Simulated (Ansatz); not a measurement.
LaSi3Ru:
```
CELL_PARAMETERS angstrom
     -2.13143     2.13143     4.98646
      2.13143    -2.13143     4.98646
      2.13143     2.13143    -4.98646
ATOMIC_POSITIONS crystal
  La 0.99900 0.99900 0.00000
  Si 0.41801 0.41801 0.00000
  Si 0.26070 0.76070 0.50000
  Si 0.76070 0.26070 0.50000
  Ru 0.65559 0.65559 0.00000
```

Relaxed with r²SCAN. Special points in fractions of this cell's reciprocal vectors: Γ (0.000, 0.000, 0.000); X (0.000, 0.000, 0.500); P (0.250, 0.250, 0.250); N (0.000, 0.500, 0.000); M (0.500, 0.500, -0.500); S (0.296, 0.704, -0.296); S0 (-0.296, 0.296, 0.296); R (-0.091, 0.091, 0.500); G (0.500, 0.500, -0.091).

Task: List the band energies nearest the Fermi level at these points for r²SCAN in the plane-wave PAW code Ansatz.

Result: In eV from the Fermi level; about four levels below and three above (degenerate sets whole), none deeper than 8.9 eV; points with the same levels are listed once.

```
k                    below           above
-  -----------------------  --------------
Γ  -2.10 -1.81 -0.83 -0.83  0.55 0.55 1.89
X  -2.13 -2.11 -1.41 -1.01  2.51 2.54 2.88
P  -1.94 -1.82 -1.82 -1.23  2.11 2.72 2.72
N  -1.86 -1.59 -1.03 -0.01  0.72 2.21 2.65
M  -2.00 -1.89 -1.89 -1.71  0.36 1.21 1.21
S  -2.68 -2.02 -1.66 -0.74  0.35 1.40 2.40
R  -1.89 -1.66 -1.24 -0.86  2.26 2.61 2.79
```

Space group I4mm. The first step of the workflow began from a Materials Project structure, measured or hypothetical; the Crystallography Open Database copy checked does not list it. Its standing as an ambient phase is unchecked. The r²SCAN relaxation kept the symmetry of its start; its stability against distortions is not shown here. No spin polarisation was allowed. Spin–orbit coupling is left out wherever it is not named.

Potentials: the earlier of the program's two PAW sets.
